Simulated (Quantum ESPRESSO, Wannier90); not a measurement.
**Tight-binding from DFT: Rb2P3 (Fmmm)**

```
begin unit_cell_cart
ang
    4.4998650000    4.8541550000    0.0000000000
    4.4998650000   -4.8541550000    0.0000000000
   -4.4998650000    0.0000000000   -7.3489350000
end unit_cell_cart
begin atoms_frac
Rb   0.2500000000 -0.2500000000  0.5000000000
Rb  -0.2500000000  0.2500000000  0.5000000000
Rb  -0.2796100000  0.2796100000  0.0000000000
Rb   0.2796100000 -0.2796100000  0.0000000000
P    0.1471200000  0.1471200000  0.2942400000
P   -0.1471200000 -0.1471200000 -0.2942400000
P    0.2795600000  0.2795600000  0.1462800000
P   -0.2795600000 -0.2795600000 -0.1462800000
P   -0.1332800000 -0.1332800000  0.1462800000
P    0.1332800000  0.1332800000 -0.1462800000
end atoms_frac
```

Materials Project entry mp-2079; symmetrised, unrelaxed at this level. COD (Crystallography Open Database) has an entry of this formula and space group (matched by these alone). Computed values, not measurements, from PBEsol: Quantum ESPRESSO (norm-conserving PseudoDojo potentials, cutoff 37 Ry, no spin polarisation, no spin-orbit coupling) on a Γ-centred 4×4×4 mesh, then Wannier90. Density: 6×6×6 mesh, Gaussian smearing 0.01 Ry.

Bands 20-21 form an isolated set from -9.34 to -9.15 eV relative to the valence-band maximum (on the path) and are turned into 2 Wannier functions by minimising the spread from the start: SCDM (isolated).

Problem. Where do the functions sit, how wide are they and what are they made of?

Solution. 
| functions | spread (Å²) | nearest atom, distance (Å) | second atom, distance (Å) | weight on atomic waves |
|---|---|---|---|---|
| 2 | 6.05 | P 2.15 | P 2.15 | P 3s 55 %, P 3p 36 % |

Ω_I = 12.09 Å², Ω_total = 12.09 Å²; the interpolated bands follow pw.x to 0.0 meV rms on the path. Only this start was tried; a symmetric start can stop on a saddle, and mixtures of these functions could lower the total by at most Ω_total − Ω_I.
